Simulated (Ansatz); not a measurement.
Input and command of a calculation in Ansatz (plane waves; scalar-relativistic PAW potentials unless the input names others):

```yaml
crystal:
  lattice:
    - [0.0, 4.1063506646, 4.1063506646]
    - [4.1063506646, 0.0, 4.1063506646]
    - [4.1063506646, 4.1063506646, 0.0]
  atoms:
    - { symbol: Ba, position: [0.25, 0.25, 0.25] }
    - { symbol: Zr, position: [0.5, 0.5, 0.5] }
    - { symbol: Nb, position: [0.0, 0.0, 0.0] }
    - { symbol: In, position: [0.75, 0.75, 0.75] }
    - { symbol: O, position: [0.7588955154, 0.2387896775, 0.2480338247] }
    - { symbol: O, position: [0.2466773835, 0.7533226165, 0.7598538813] }
    - { symbol: O, position: [0.7538017995, 0.7593746983, 0.2394678981] }
    - { symbol: O, position: [0.2394678981, 0.2473556041, 0.7538017995] }
    - { symbol: O, position: [0.2440899717, 0.7570674319, 0.2427335305] }
    - { symbol: O, position: [0.7570674319, 0.2440899717, 0.7561090659] }
basis:
  ecutwfc: 420
kpoints:
  mp_grid: { grid: [8, 8, 8] }
hamiltonian:
  xc: pbesol
scf:
  occupations: { method: gaussian, width: 0.05 }
  max_iter: 50
output:
  forces: true
  eigenvalues: true
  stress: true
total_charge: 6
```

```bash
ansatz run input.yaml --threads 2 --pin off --max-ram 5120MiB --backend cpu --events-out ev --progress --plain --runs-dir out
```

Abridged log:
```
Basis set: ecut = 420 eV, 2733 PW (Γ), exchange–correlation on 80×80×80 points (8 copies of the dense FFT grid, shifted against one another)
Bands: 49, of which v1, the nominal top of the filled ones, is band 39 counted from 1 (38 counted from 0)
Symmetry: 1 space group operations
k-points: 260 of 512 (time reversal used)
SCF iter   1: F=—  HF=-23452.461573 eV  |F-HF|=—  |Δ(HF+E_count)|=         —  Δρ=1.21e-1  dr2=2.26e1  ethr=1.77e-3  ⟨swp⟩=6.3  Hψ=48852  notcnv=0  defer=52
SCF iter   2: F=—  HF=-23446.652698 eV  |F-HF|=—  |Δ(HF+E_count)|=    5.81e0  Δρ=5.98e-2  dr2=7.12e0  ethr=1.77e-3  ⟨swp⟩=3.0  Hψ=27519  notcnv=0  defer=1040
SCF iter   3: F=—  HF=-23444.176673 eV  |F-HF|=—  |Δ(HF+E_count)|=    2.48e0  Δρ=1.21e-2  dr2=4.67e-1  ethr=1.77e-3  ⟨swp⟩=3.0  Hψ=24439  notcnv=0  defer=1040
SCF iter   4: F=—  HF=-23444.083950 eV  |F-HF|=—  |Δ(HF+E_count)|=   9.27e-2  Δρ=3.93e-3  dr2=3.14e-2  ethr=5.99e-4  ⟨swp⟩=2.0  Hψ=16142  notcnv=0  defer=1094
SCF iter   5: F=—  HF=-23444.082410 eV  |F-HF|=—  |Δ(HF+E_count)|=   1.54e-3  Δρ=1.87e-3  dr2=7.05e-3  ethr=4.02e-5  ⟨swp⟩=2.0  Hψ=15958  notcnv=0  defer=1094
SCF iter   6: F=—  HF=-23444.081393 eV  |F-HF|=—  |Δ(HF+E_count)|=   1.02e-3  Δρ=8.26e-4  dr2=9.97e-4  ethr=9.03e-6  ⟨swp⟩=2.3  Hψ=18663  notcnv=0  defer=1094
SCF iter   7: F=—  HF=-23444.081191 eV  |F-HF|=—  |Δ(HF+E_count)|=   2.02e-4  Δρ=2.71e-4  dr2=1.00e-4  ethr=1.28e-6  ⟨swp⟩=2.4  Hψ=17811  notcnv=0  defer=1094
SCF iter   8: F=—  HF=-23444.081187 eV  |F-HF|=—  |Δ(HF+E_count)|=   3.94e-6  Δρ=8.91e-5  dr2=1.41e-5  ethr=1.28e-7  ⟨swp⟩=2.5  Hψ=16598  notcnv=0  defer=1094
SCF iter   9: F=—  HF=-23444.081186 eV  |F-HF|=—  |Δ(HF+E_count)|=   1.03e-6  Δρ=2.74e-5  dr2=2.44e-6  ethr=1.81e-8  ⟨swp⟩=2.1  Hψ=17255  notcnv=0  defer=1094
SCF iter  10: F=—  HF=-23444.081186 eV  |F-HF|=—  |Δ(HF+E_count)|=   2.22e-7  Δρ=1.01e-5  dr2=2.03e-7  ethr=3.13e-9  ⟨swp⟩=2.0  Hψ=19057  notcnv=0  defer=1094
SCF iter  11: F=-23444.081186 eV  HF=-23444.081186 eV  |F-HF|=4.19e-9  |Δ(HF+E_count)|=   3.06e-9  Δρ=3.27e-6  dr2=1.40e-8  ethr=1.28e-10  ⟨swp⟩=12.2  Hψ=61739  notcnv=0
SCF 1 converged in 11 iterations: F = -23444.081186 eV  dr2 = 1.40e-8
SCF converged after 11 iterations
Free energy (F): -23444.081186 eV
Harris-Foulkes:  -23444.081186 eV  (|F-HF|=4.19e-9)
Internal energy: -23444.067254 eV  (E = F + TS)
E sigma→0 (E₀):  -23444.074220 eV
Entropy (-TS):   -0.013932 eV (-1.393 meV/atom)
Fermi energy:    7.841784 eV
--- Forces (eV/Å), atoms counted from 1 ---
  atom   1  Ba    -0.00002949     0.00000619    -0.00003567
  atom   2  Zr    -0.00051065     0.00000357    -0.00002654
  atom   3  Nb     0.00009381     0.00001083    -0.00006159
  atom   4  In     0.00000624    -0.00000727     0.00004234
  atom   5  O     -0.49573729     0.02566534    -0.07928441
  atom   6  O      0.49592133    -0.00089372     0.07492955
  atom   7  O     -0.07703818    -0.01221253     0.49583472
  atom   8  O      0.07716684    -0.01257182    -0.49582899
  atom   9  O     -0.01318980    -0.49587672     0.00203577
  atom  10  O      0.01331868     0.49587591     0.00239511
--- Stress (GPa, compression-positive) ---
       31.305919       0.000028      -0.000005
        0.000028      31.345890       0.002113
       -0.000006       0.002113      31.307020
  P = ⅓ Tr σ = 31.3196 GPa (313.196 kbar)
```

Q: What should be changed?

A: The fault is a net charge on a solid that should be neutral, 6 electrons a cell too few, offset by a uniform background, so that energy and pressure hang on that convention (total_charge: not typed → 6, the first being the value of the sound run). Setting it back cures it. The run converged all the same, with a total energy on another zero, pressure 31.32 GPa (with the neutralising background of the charged cell), largest force 0.503 eV/Å, no gap on the mesh, so convergence alone doesn't show that an input is right. A reference run from the same start on usual settings converged with pressure 0.00 GPa, largest force 0.088 eV/Å, gap on the mesh 0.53 eV.

It took 2 min on 2 threads of Arm Neoverse V1 (shared host), peak memory 1.4 GiB.